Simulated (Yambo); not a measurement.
CaO2H2 monolayer: sweep of GW parameters

G0W0@LDA for a free-standing CaO₂H₂ monolayer (symmetry P-3m1, slab cell 17.5 Å high) in Yambo. Reference settings: 6×6×1 Γ-centred k mesh, 103 bands and a 6 Ry block in the screening, 103 bands in G with the Bruneval-Gonze terminator, plasmon pole fitted at 27.2 eV, slab-truncated Coulomb interaction, stochastic integration of W near q = 0. The LDA gap Γ → Γ on this mesh is 3.68 eV; G0W0 gaps are taken between the same points.

| change from the reference | G0W0 gap Γ → Γ (eV) | shift of the valence edge (eV) | rough Yambo cost |
|---|---|---|---|
| reference settings | 7.01 | -2.00 | 1 |
| 25 bands in W, 25 bands in G | 7.52 | -2.04 | about 1/2 |
| 79 bands in W, 79 bands in G | 7.01 | -1.96 | within a factor of two |
| wavefunctions cut at 20 Ry | 7.06 | -1.96 | within a factor of two |
| wavefunctions cut at 30 Ry | 7.04 | -1.99 | within a factor of two |
| wavefunctions cut at 50 Ry | 7.02 | -2.00 | within a factor of two |
| exchange cut at 20 Ry | 6.70 | -1.65 | – |
| exchange cut at 40 Ry | 6.97 | -1.95 | – |
| 25 bands in W, 25 bands in G, 2 Ry block | 7.87 | -2.45 | about 1/4 |
| 39 bands in W, 39 bands in G, 2 Ry block | 7.43 | -2.25 | about 1/3 |
| 25 bands in W, 25 bands in G, 5 Ry block | 7.54 | -2.07 | about 1/3 |
| 56 bands in W, 56 bands in G, 2 Ry block | 7.29 | -2.23 | about 1/2 |
| 5 Ry block | 7.00 | -2.00 | within a factor of two |
| 9×9×1 mesh | 7.05 | -2.04 | about 4× |
| 79 bands in W, 79 bands in G, no terminator | 6.77 | -1.64 | within a factor of two |

The reference isn't shown to be the converged limit. Costs are rough (shared machines), scaled to the same edge states, and given only for runs that recompute the screening.

Geometry relaxed with LDA; primitive cell a = b = 3.5147 Å, c = 17.5000 Å, α = β = 90.00°, γ = 120.00°.

This is a model layer cut from the bulk structure; whether it is stable on its own was not checked.

A shift is the quasiparticle energy of the state minus its LDA energy.
